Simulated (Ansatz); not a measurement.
CdGaNO:
```cif
data_CdGaNO
_chemical_formula_sum 'Ga1 Cd1 O1 N1'
_space_group_name_H-M_alt 'P 1'
_space_group_IT_number 1
_cell_length_a 3.28651
_cell_length_b 3.28651
_cell_length_c 5.70068
_cell_angle_alpha 90.000
_cell_angle_beta 90.000
_cell_angle_gamma 120.000
loop_
_space_group_symop_operation_xyz
  'x, y, z'
loop_
_atom_site_label
_atom_site_type_symbol
_atom_site_fract_x
_atom_site_fract_y
_atom_site_fract_z
_atom_site_occupancy
Ga1 Ga 0.33333 0.66667 0.50127 1
Cd1 Cd 0.66667 0.33333 0.98040 1
O1 O 0.33333 0.66667 0.17216 1
N1 N 0.66667 0.33333 0.59616 1
```

Relaxed with r²SCAN.

**Question.** Tabulate the valence density and the electron localisation function along the shortest Ga–N contact (1.97 Å), r²SCAN in the plane-wave PAW code Ansatz.

**Answer.** 

| distance from Ga (Å) | density (e/Å³) | ELF |
|---|---|---|
| 0.20 | 33.72 | 0.01 |
| 0.30 | 20.17 | 0.01 |
| 0.39 | 10.17 | 0.02 |
| 0.49 | 4.63 | 0.05 |
| 0.59 | 2.12 | 0.11 |
| 0.69 | 1.13 | 0.18 |
| 0.79 | 0.78 | 0.24 |
| 0.89 | 0.68 | 0.32 |
| 0.99 | 0.70 | 0.47 |
| 1.09 | 0.82 | 0.68 |
| 1.18 | 1.02 | 0.81 |
| 1.28 | 1.33 | 0.85 |
| 1.38 | 1.81 | 0.84 |
| 1.48 | 2.44 | 0.78 |
| 1.58 | 3.05 | 0.65 |
| 1.68 | 3.40 | 0.41 |
| 1.78 | 3.43 | 0.18 |

The density is the valence pseudo-density with augmentation charge, so density and ELF within about 1 Å of a nucleus are not all-electron values.

Space group P3m1. The start of the workflow was typed in or built on a structure type; neither database checked (COD, Materials Project) lists it. Whether it is the stable phase at ambient conditions was not checked. The r²SCAN relaxation kept the symmetry of its start; its stability against distortions is not shown here.

Potentials: the earlier of the program's two PAW sets.
